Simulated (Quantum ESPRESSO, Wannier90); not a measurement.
## HfPbO3 (cubic perovskite), plane waves to Wannier functions

```
begin unit_cell_cart
ang
    4.1554800000    0.0000000000    0.0000000000
    0.0000000000    4.1554800000    0.0000000000
    0.0000000000    0.0000000000    4.1554800000
end unit_cell_cart
begin atoms_frac
Hf   0.5000000000  0.5000000000  0.5000000000
Pb   0.0000000000  0.0000000000  0.0000000000
O    0.0000000000  0.5000000000  0.5000000000
O    0.5000000000  0.0000000000  0.5000000000
O    0.5000000000  0.5000000000  0.0000000000
end atoms_frac
```

Structure: Materials Project mp-22535, symmetrised, not relaxed again. Not found in the COD (Crystallography Open Database) copy used, which has the formula in other groups; not checked further. Computed values, not measurements, from PBEsol: Quantum ESPRESSO (norm-conserving PseudoDojo potentials, cutoff 68 Ry, no spin polarisation, no spin-orbit coupling) on a Γ-centred 6×6×6 mesh, then Wannier90. Density: 8×8×8 mesh, cold smearing 0.01 Ry. Spin-orbit coupling is left out although heavy elements are present.

Bands 13-22 form an isolated set from -7.33 to 0.00 eV relative to the valence-band maximum (on the path) and are turned into 10 Wannier functions by minimising the spread from the start: atomic waves O 2p, Pb 6s.

Question: Where do the functions sit, how wide are they and what are they made of?

Answer: 
```
functions  spread (Å²)  nearest atom, distance (Å)  second atom, distance (Å)            weight on atomic waves
---------  -----------  --------------------------  -------------------------  --------------------------------
1                 1.92                     Pb 0.00                     O 2.94                        Pb 6s 94 %
6                 1.44                      O 0.00                    Hf 2.08  O 2p 81 %, Hf 5d 10 %, Pb 6p 7 %
3                 1.20                      O 0.00                    Hf 2.08             O 2p 81 %, Hf 5d 11 %
```

Ω_I = 13.98 Å², Ω_total = 14.20 Å²; the interpolated bands follow pw.x to 1.6 meV rms on the path. It is the lowest total spread that any start reached here.
